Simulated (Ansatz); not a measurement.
BaGe₂ in space group I4_1/amd (No. 141; Ba on 4a, Ge on 8e), the program Ansatz at the r²SCAN level (PAW), all energies at zero smearing, with the estimated change up to a 700 eV cutoff added, with one set of potentials and settings (totals compare only within such a set). Cell of 6 atoms (2 Ba, 4 Ge): -29144.041 eV.

| element | reference phase | E (eV/atom) |
|---|---|---|
| Ba | Im-3m, 1 atoms in the cell | -5964.4614 |
| Ge | Fd-3m, 2 atoms in the cell | -4302.9041 |

Formation energy per atom, worked out: (-29144.041 − 2×(-5964.4614) − 4×(-4302.9041))/6 = -0.584 eV/atom (-56 kJ per mol of atoms), at 0 K, without zero-point energy or fitted corrections.

The workflow started from an entry of the Crystallography Open Database (COD). Its standing as an ambient phase is unchecked. The r²SCAN relaxation kept the symmetry of its start; whether a distortion lowers the energy is not shown. The references are the lowest solids computed at this level, not always the standard phases. Spin–orbit coupling is left out wherever it is not named.

Potentials: the later of the program's two PAW sets.
